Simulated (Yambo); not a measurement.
Optical response of NiAl

```
NiAl
1.0
    2.85971     0.00000     0.00000
    0.00000     2.85971     0.00000
    0.00000     0.00000     2.85971
Al Ni
1 1
Direct
  0.50000   0.50000   0.50000
  0.00000   0.00000   0.00000
```

Yambo, RPA with local fields on PBEsol bands; 18×18×18 mesh, 37 bands, 4 Ry local-field block, 0.25 eV broadening; field along x.

| E (eV) | Im ε | Im ε, independent particles |
|---|---|---|
| 0.6 | 10.5 | 10.5 |
| 1.2 | 4.90 | 4.92 |
| 1.9 | 6.64 | 6.68 |
| 2.5 | 12.0 | 12.2 |
| 3.1 | 8.42 | 8.50 |
| 3.8 | 7.18 | 7.25 |
| 4.4 | 12.4 | 12.5 |
| 5.0 | 9.39 | 9.35 |
| 5.6 | 9.61 | 9.65 |
| 6.2 | 8.83 | 8.95 |
| 6.9 | 6.70 | 6.90 |
| 7.5 | 5.95 | 6.21 |
| 8.1 | 5.52 | 5.63 |
| 8.8 | 4.56 | 4.58 |
| 9.4 | 3.44 | 3.46 |
| 10.0 | 2.88 | 2.90 |
| 10.6 | 2.32 | 2.36 |
| 11.2 | 2.12 | 2.16 |
| 11.9 | 1.85 | 1.89 |
| 12.5 | 1.42 | 1.45 |
| 13.1 | 1.15 | 1.17 |
| 13.8 | 1.01 | 1.04 |
| 14.4 | 0.89 | 0.92 |
| 15.0 | 0.81 | 0.84 |
| 15.6 | 0.78 | 0.82 |
| 16.2 | 0.72 | 0.76 |
| 16.9 | 0.62 | 0.67 |
| 17.5 | 0.61 | 0.67 |
| 18.1 | 0.59 | 0.66 |
| 18.8 | 0.56 | 0.61 |
| 19.4 | 0.51 | 0.55 |
| 20.0 | 0.47 | 0.51 |

Only interband transitions are included: the Drude term is missing, so nothing below about 0.6 eV and no real part is shown. Peak heights and small wiggles depend on the k mesh.

Geometry of the Materials Project entry, not relaxed at this level.

The runs are not spin-polarised; magnetic order was not tried.
